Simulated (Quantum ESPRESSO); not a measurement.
# Where does Ga sit best among Zn sites?

Calculated results; nothing here was measured. They come from pw.x of Quantum ESPRESSO 7.5, a plane-wave density functional program, with PseudoDojo standard norm-conserving files (v0.5 for PBE, v0.4.1 for LDA and PBEsol). The cells are made up: elements, strain and atom displacements were drawn at random, and nothing was relaxed. There is no spin polarisation, spin-orbit coupling or dispersion term.

The cell has 8 sites of a wurtzite lattice (rectangular cell). Sites 1 to 4 hold X X X X; sites 5 to 8 hold Se S S S. Cell vectors in Å: (3.864, 0.000, -0.031); (0.001, 6.800, 0.024); (-0.050, 0.022, 6.357). Settings: PBE, cutoff 1170 eV, 7 x 6 x 6 k mesh shifted by half a step, Fermi-Dirac smearing of 0.1 eV.

In each run one of the sites marked X holds Ga and the others hold Zn; cell and positions stay the same. E is the free energy of the cell.

| site of the guest | first shell | mean distance (Å) | E above the lowest (eV) | P (GPa) | force on the guest (eV/Å) |
| --- | --- | --- | --- | --- | --- |
| 1 | S3Se | 2.406 | 0.063 | 5.33 | 0.671 |
| 2 | S4 | 2.391 | 0.000 | 5.19 | 0.881 |
| 3 | S2Se2 | 2.356 | 0.208 | 5.29 | 1.390 |
| 4 | S3Se | 2.411 | 0.222 | 5.12 | 2.715 |

A rerun of one of these cells at 1467 eV and k mesh 9 x 8 x 8 moved values by no more than 0.002 eV in the cell's energy, 0.05 GPa in stress and 0.014 eV/Å in force.

## Reading the table

Site 2 is lowest, by 0.063 eV, over three times the rerun's bound. The first shells differ, so neighbours and distances change together and cannot be told apart here. The positions are random and not relaxed, so the differences hold for this frozen cell and are not site preferences of a real crystal.